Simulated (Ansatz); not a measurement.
Ansatz (a quantum-chemistry and plane-wave program) input:

Ansatz 0.2 input:
```yaml
crystal:
  lattice:
    - [4.4387667475, 0.0, 0.0]
    - [0.0, 5.4095338512, 0.0]
    - [0.0, 0.0, 3.3895707342]
  atoms:
    - { symbol: Fe, position: [0.0, 0.0, 0.0] }
    - { symbol: Fe, position: [0.5, 0.5, 0.5] }
    - { symbol: S, position: [0.2062597647, 0.3751670514, 0.0] }
    - { symbol: S, position: [0.7937402353, 0.6248329486, 0.0] }
    - { symbol: S, position: [0.7062597647, 0.1248329486, 0.5] }
    - { symbol: S, position: [0.2937402353, 0.8751670514, 0.5] }
kpoints:
  mp_grid: { grid: [6, 5, 8] }
basis: { xc_grid: 2, fft_grid_basis: typed }
hamiltonian:
  xc: pbe
  pseudopotentials: { kind: paw }
scf:
  occupations: { method: fixed }
checkpoint: { read: static.run }
output: { write_density: true, elf: true, volumetric_format: npy }
```

Output (shortened):

```
Pseudopotential: Fe, paw, valence charge 16
Pseudopotential: S, paw, valence charge 6
Functional definition: PBE
Crystal: 6 atoms, lattice volume = 81.389 Å³
Basis set: ecut = 420 eV, 1603 PW (Γ), exchange–correlation on 60×80×48 points (8 copies of the dense FFT grid, shifted against one another)
Bands: 34, of which v1, the nominal top of the filled ones, is band 28 counted from 1 (27 counted from 0)
Symmetry: 8 space group operations
Space group: Pnnm (ITA 58), of the structure as read, at distance tolerance 4.3e-5 Å
k-points: 60 of 240
Stability of the state it starts from, as read at its close in the unpolarized treatment …
iter 1 solved again at ethr=1.10e-7 eV; its pass at ethr=3.10e-3 eV (dr2=6.16e-5 eV) is discarded
SCF iter   1: F=—  HF=-12572.414615 eV  |F-HF|=—  |Δ(HF+E_count)|=         —  Δρ=7.78e-7  dr2=3.24e-10  ethr=1.10e-7  ⟨swp⟩=3.0  Hψ=12525  notcnv=0  defer=240
preconditioner: auto → Resta (q_TF=auto, 2.563 Å⁻¹)
SCF iter   2: F=-12572.414615 eV  HF=-12572.414615 eV  |F-HF|=1.77e-9  |Δ(HF+E_count)|=   4.17e-8  Δρ=1.56e-6  dr2=1.73e-9  ethr=1.00e-12  ⟨swp⟩=9.6  Hψ=9849  notcnv=0
SCF 1 converged in 2 iterations: F = -12572.414615 eV  dr2 = 1.73e-9
SCF converged after 2 iterations
Free energy (F): -12572.414615 eV
Harris-Foulkes:  -12572.414615 eV  (|F-HF|=1.77e-9)
Internal energy: -12572.414615 eV  (E = F + TS)
E sigma→0 (E₀):  -12572.414615 eV
Fermi energy:    12.482865 eV
--- Per-component energies (eV) ---
  E_band       = -490.356547
  E_kinetic    = 1145.704381
  E_local      = -6171.541358  (includes V_loc(G=0)·N_el)
  E_nonlocal   = 540.382752
  E_hartree    = 2632.927431
  E_xc         = -629.959383
  E_vxc        = -661.698647  (∫ρ·V_xc dr)
  E_paw        = -5128.554160  (= ΣΔE_a)
  E_vpaw       = -609.064269  (= ΣTr[D̂ρ^β])
  E_aug_tail   = 0.001656  (compensation charges beyond the density's cutoff)
  E_ewald      = -4961.375933
  E_smearing   =  0.000000  (= −TS)
  E_closure    =  0.000000  (closes the sum)
  Σ components = -12572.414615   (vs F -12572.414615, Δ=0.00e0)
  [band-id]    e_kinetic+e_local+e_nonlocal+2·e_hartree+e_vxc+e_vpaw+e_augmentation_tail = -490.360623   (vs E_band -490.356547, Δ=-4.08e-3)
--- Band table (eV; the first three rows and the last of 60) ---
  k-point 0: bands = ["-74.0647", "-74.0645", "-40.2610", "-40.2601", "-40.1249", "-40.1246", "-40.0990", "-40.0981", "-4.1957", "-1.7847", "-0.0314", "0.6976", "4.8820", "6.3925", "6.9905", "7.5947", "8.4071", "8.4427", "8.7470", "8.9058", "9.2171", …
  k-point 1: bands = ["-74.0646", "-74.0645", "-40.2609", "-40.2600", "-40.1247", "-40.1245", "-40.1006", "-40.0997", "-4.0575", "-1.7698", "0.0331", "0.7099", "5.0429", "6.4110", "7.0403", "7.3454", "7.8510", "8.3674", "8.6647", "9.1716", "9.2669", …
  k-point 2: bands = ["-74.0645", "-74.0643", "-40.2605", "-40.2598", "-40.1242", "-40.1240", "-40.1045", "-40.1038", "-3.6642", "-1.7888", "0.2052", "0.7295", "5.4544", "6.1929", "7.0101", "7.0133", "7.3886", "8.1355", "8.3556", "8.9771", "8.9991", "9.8908", …
  k-point 59: bands = ["-74.0642", "-74.0642", "-40.2599", "-40.2599", "-40.1235", "-40.1235", "-40.1097", "-40.1097", "-1.9286", "-1.9286", "-0.1547", "-0.1547", "5.3394", "5.3394", "5.5614", "5.5614", "8.6802", "8.6802", "8.9819", "8.9819", "9.6459", …
```

Cost: roughly 8 core-seconds on shared cores.

The PBE relaxation kept the symmetry of its start; phonons on a q-mesh show no instability. No spin polarisation was allowed.

Potentials: the later of the program's two PAW sets.

Ansatz is a plane-wave DFT program.
